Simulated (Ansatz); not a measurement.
The relaxed structure here is a generated cell of TiOs: the first start was made by placing the elements on the sites of a structure type, and the end was not matched to a known phase here, so it may be hypothetical.

One starting cell of TiOs (a generated cell, TiOs placed in the AFLOW prototype AB_hR2_166_a_b (L1_1, as in CuPt)) was relaxed twice with Ansatz (plane waves, PAW, scalar-relativistic): with PBEsol at 420 eV and with PBE at 420 eV. The PBEsol result:

```
CELL_PARAMETERS angstrom
      1.44447     0.83397     4.08712
     -1.44447     0.83397     4.08712
      0.00000    -1.66793     4.08712
ATOMIC_POSITIONS crystal
  Ti 0.00000 0.00000 0.00000
  Os 0.50000 0.50000 0.50000
```

```
quantity                          PBEsol   PBE
--------------------------------  ------  ----
space group                         R-3m  R-3m
volume (Å³/atom)                   14.77   ___
a (Å)                              2.889   ___
c (Å)                             12.261   ___
gap (eV, no spin-orbit coupling)    0.00   ___
```

**Question.** What does PBE give for the same quantities?

**Answer.** 
- volume (Å³/atom), PBE: 15.27
- a (Å), PBE: 2.923
- c (Å), PBE: 12.380
- gap (eV, no spin-orbit coupling), PBE: 0.00

Both levels end in the same structure; PBE's volume is 3.4 % larger. Neither column is exact.

No spin polarisation in the result.

The run could not lose the symmetry of its start, so the end can be a saddle point.

All atoms sit on sites fixed by symmetry, so only the cell could relax.

Ansatz is an electronic-structure program.
